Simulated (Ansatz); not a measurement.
PbSe (rock salt)

```
PbSe
1.0
    0.00000     3.08901     3.08901
    3.08901     0.00000     3.08901
    3.08901     3.08901     0.00000
Se Pb
1 1
Direct
  0.00000   0.00000   0.00000
  0.50000   0.50000   0.50000
```

The slice is a {100} plane (indices of the conventional cell) through the point (0.500, 0.500, 0.500) (fractional), spanned by u = [100] and v = [0 1 -1] in vectors of this cell: u (4.37 Å) and v (4.37 Å, at 90° to u). It covers one period; positions are fractions (u, v).

These are r2SCAN (plane waves to 500 eV, PAW, scalar-relativistic; Ansatz, an electronic-structure program) values and carry that method's errors. k mesh 9×9×9. These are valence fields of a PAW run, semicore shells included where kept as valence: close to a nucleus they are smooth pseudo fields. PbSe was relaxed with its symmetry unable to fall. Spin-orbit coupling is left out, though Pb is heavy.

### Question
What is the ELF at the midpoint of the shortest Se–Pb line in this plane (3.09 Å)?

### Answer
0.28.

### Question
What is the valence density on the shortest Se–Pb line in this plane (3.09 Å), at its midpoint?

### Answer
0.20 e/Å³.

### Question
Predict the map of the electron localisation function (ELF) on the slice.

### Answer
```
|xxxx-=+=-:.       .:-=+=-xxx|
|xxx.-+==-:.       .:-==+-.xx|
|xx.-=+=-:....:::....:-=+=-.x|
|:--=+=-::.::-=+=-::.::-=+=--|
|==++=--:::-+*###*+-:::--=++=|
|++==--::-=*#%%%%%#*=-::--==+|
|===-:::-=*%@@@@@@@%*=-:::-==|
|---:::-=*%@@@@@@@@@%*=-:::--|
|:::..:=*%@@@@@@@@@@@%*=:..::|
|....:-*%@@@@@@%@@@@@@%*-:...|
|   .:+#@@@@@%xxx%@@@@@#+:.  |
|   .-*%@@@@%xxxxx%@@@@%*-.  |
|   :=#%@@@@xxxxxxx@@@@%#=:  |
|   :+#%@@@%xxxxxxx%@@@%#+:  |
|   :=#%@@@@xxxxxxx@@@@%#=:  |
|   .-*%@@@@%xxxxx%@@@@%*-.  |
|   .:+#@@@@@%xxx%@@@@@#+:.  |
|....:-*%@@@@@@%@@@@@@%*-:...|
|:::..:=*%@@@@@@@@@@@%*=:..::|
|---:::-=*%@@@@@@@@@%*=-:::--|
|===-:::-=*%@@@@@@@%*=-:::-==|
|++==--::-=*#%%%%%#*=-::--==+|
|==++=--:::-+*###*+-:::--=++=|
|:--=+=-::.::-=+=-::.::-=+=--|
|xx.-=+=-:....:::....:-=+=-.x|
|xxx.-+==-:.       .:-==+-.xx|
|xxxx-=+=-:.       .:-=+=-xxx|
|xxxx:=+=-:.       .:-=+=:xxx|
```
Scale: ten equal steps from 0.04 (start of ' ') to 0.80 (end of '@'), in the order ' .:-=+*#%@'. Values: electron localisation function (ELF). The map has 28 points along u (one character each, u = 0 at the left) and 28 along v (v = 0 in the bottom row). Points within 0.5 Å of a nucleus are blanked (x), as the pseudised field means little there.
